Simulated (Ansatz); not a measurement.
BRh (NiAs type, P6_3/mmc), LDA (plane waves, PAW; program Ansatz), all energies at zero smearing, with the estimated change up to a 700 eV cutoff added, with one set of potentials and settings (totals compare only within such a set). Cell of 4 atoms (2 B, 2 Rh): -12858.526 eV.

```
element             reference phase  E (eV/atom)
-------  --------------------------  -----------
B        R-3m, 12 atoms in the cell    -149.7758
Rh       Fm-3m, 1 atoms in the cell   -6278.6507
```

Formation energy per atom, worked out: (-12858.526 − 2×(-149.7758) − 2×(-6278.6507))/4 = -0.418 eV/atom (-40 kJ per mol of atoms), at 0 K, without zero-point energy or fitted corrections.

The first step of the workflow began from a Materials Project structure, measured or hypothetical; the Crystallography Open Database copy checked does not list it. Whether it is the stable phase at ambient conditions was not checked. The LDA relaxation kept the symmetry of its start; whether a distortion lowers the energy is not shown. The run is not spin-polarised. The references are the lowest solids computed at this level, not always the standard phases.

Potentials: the later of the program's two PAW sets.
